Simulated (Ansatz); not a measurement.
YOF:
Space group R-3m, hexagonal axes (No. 166); a = b = 3.738 Å, c = 18.573 Å, α = β = 90.00°, γ = 120.00°

```json
[
 {"atom": "Y", "site": "6c", "symmetry": "3m", "x": "0.0000", "y": "0.0000", "z": "0.2582"},
 {"atom": "O", "site": "6c", "symmetry": "3m", "x": "0.0000", "y": "0.0000", "z": "0.3788"},
 {"atom": "F", "site": "6c", "symmetry": "3m", "x": "0.0000", "y": "0.0000", "z": "0.1304"}
]
```
(The calculation used a cell of 6 atoms; values per cell refer to that cell.)

Relaxed with LDA.

Problem. Which orbitals make up the states near the band edges in plane-wave PAW LDA (Ansatz code)?

Solution. Top 1 eV of the valence band: O 2p 82 %, Y 4d 8 %, F 2p 7 %. Bottom 1 eV of the conduction band: Y 4d 77 %, O 2p 15 %. Projections are on Löwdin-orthogonalised atomic valence shells; empty p or d shells of many metals are not among them.

Problem. Tabulate the density of states.

Solution. States/eV per cell of 6 atoms, in 0.25 eV bins, energy from the valence-band maximum.

```
E (eV)  total  Y 4d   F 2p  O 2p
------  -----  ----  -----  ----
-7.85    0.00  0.00   0.00  0.00
-7.60    0.00  0.00   0.00  0.00
-7.35    0.00  0.00   0.00  0.00
-7.10    0.00  0.00   0.00  0.00
-6.85    0.00  0.00   0.00  0.00
-6.60    0.00  0.00   0.00  0.00
-6.35    0.00  0.00   0.00  0.00
-6.10    0.00  0.00   0.00  0.00
-5.85    0.00  0.00   0.00  0.00
-5.60    0.00  0.00   0.00  0.00
-5.35    0.12  0.02   0.08  0.01
-5.10    2.33  0.34   1.73  0.15
-4.85    5.31  0.72   4.21  0.19
-4.60   12.58  1.13  10.62  0.44
-4.35    3.66  0.26   3.20  0.07
-4.10    0.00  0.00   0.00  0.00
-3.85    2.89  0.32   2.09  0.36
-3.60   10.67  0.82   8.34  1.10
-3.35    5.91  0.37   5.09  0.30
-3.10    4.53  0.23   4.04  0.20
-2.85    0.00  0.00   0.00  0.00
-2.60    0.00  0.00   0.00  0.00
-2.35    0.65  0.14   0.04  0.43
-2.10    5.34  1.03   0.58  3.44
-1.85    4.45  0.65   0.64  2.96
-1.60    7.89  0.92   1.05  5.59
-1.35    5.67  0.49   0.70  4.20
-1.10    3.47  0.42   0.47  2.46
-0.85    5.52  0.59   0.56  4.21
-0.60    6.02  0.63   0.41  4.85
-0.35    7.17  0.41   0.34  6.16
-0.10    1.82  0.07   0.03  1.66
0.15     0.00  0.00   0.00  0.00
0.40     0.00  0.00   0.00  0.00
0.65     0.00  0.00   0.00  0.00
0.90     0.00  0.00   0.00  0.00
1.15     0.00  0.00   0.00  0.00
1.40     0.00  0.00   0.00  0.00
1.65     0.00  0.00   0.00  0.00
1.90     0.00  0.00   0.00  0.00
2.15     0.00  0.00   0.00  0.00
2.40     0.00  0.00   0.00  0.00
2.65     0.00  0.00   0.00  0.00
2.90     0.00  0.00   0.00  0.00
3.15     0.00  0.00   0.00  0.00
3.40     0.00  0.00   0.00  0.00
3.65     0.00  0.00   0.00  0.00
3.90     0.00  0.00   0.00  0.00
4.15     0.00  0.00   0.00  0.00
4.40     0.00  0.00   0.00  0.00
4.65     0.00  0.00   0.00  0.00
4.90     0.17  0.14   0.00  0.02
5.15     1.09  0.88   0.03  0.15
5.40     1.75  1.34   0.04  0.29
5.65     2.39  1.81   0.06  0.40
5.90     1.51  1.12   0.04  0.17
6.15     1.39  1.03   0.03  0.07
6.40     5.66  4.75   0.22  0.27
6.65     6.10  5.20   0.23  0.27
6.90     4.34  3.72   0.07  0.17
7.15     3.05  2.35   0.04  0.15
7.40     5.75  4.55   0.08  0.25
7.65     5.57  4.27   0.07  0.26
7.90     2.91  1.97   0.03  0.13
8.15     2.72  1.95   0.05  0.14
8.40     2.52  1.79   0.04  0.14
8.65     1.31  0.83   0.03  0.09
8.90     5.76  4.02   0.21  0.16
9.15     4.87  3.38   0.18  0.18
9.40     3.15  2.24   0.13  0.23
9.65     6.20  4.87   0.23  0.68
```

The workflow started from a Materials Project entry (that database holds measured and hypothetical structures alike); the Crystallography Open Database files this formula in space group No. 166, but the cells were not matched. Whether it is the stable phase at ambient conditions was not checked. Symmetry was held in the LDA relaxation; of distortions, only those at the zone centre were tested. No spin polarisation was allowed. Spin–orbit coupling is left out wherever it is not named.

Potentials: the later of the program's two PAW sets.
